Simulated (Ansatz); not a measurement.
Formation energy of Ta2N

```xyz
3
Lattice="3.0637 0.0000 0.0000 -1.5319 2.6533 0.0000 0.0000 0.0000 4.7827" Properties=species:S:1:pos:R:3 pbc="T T T"
Ta    1.5319    0.8844    3.5728
Ta    0.0000    1.7688    1.2099
N     0.0000    0.0000    0.0000
```

The cell comes from a relaxation on PAW files under the same functional, begun from a database entry that needn't be the ground state.

All numbers are LDA results (scalar-relativistic) from Ansatz 0.2.0, with a Γ-centred 13×13×8 k mesh, Fermi–Dirac smearing of 0.05 eV, no spin polarisation. Methods: LAPW: all electrons, basis error target 0.5 meV/atom; PAW: frozen-core files, cutoff 420 eV.

The elements are taken as N N2 gas, Ta bcc, each relaxed on PAW files under the same functional and computed by the same method as the compound; zero-point and thermal terms are left out.

Spin–orbit coupling is left out, which matters for the heavy atoms. The PAW files were made under PBE.

Q: What is the formation energy by LAPW, and how far do the other methods lie from it?

A: -1.072 eV/atom; PAW +2.6 meV/atom. The compound is bound against these elements; other compounds of the system weren't compared.

Q: Give the LAPW value for one formula unit in kJ/mol.

A: -1.072 eV/atom × 3 atoms × 96.485 kJ/(mol·eV) = -310.3 kJ/mol, at zero temperature and without zero-point motion.
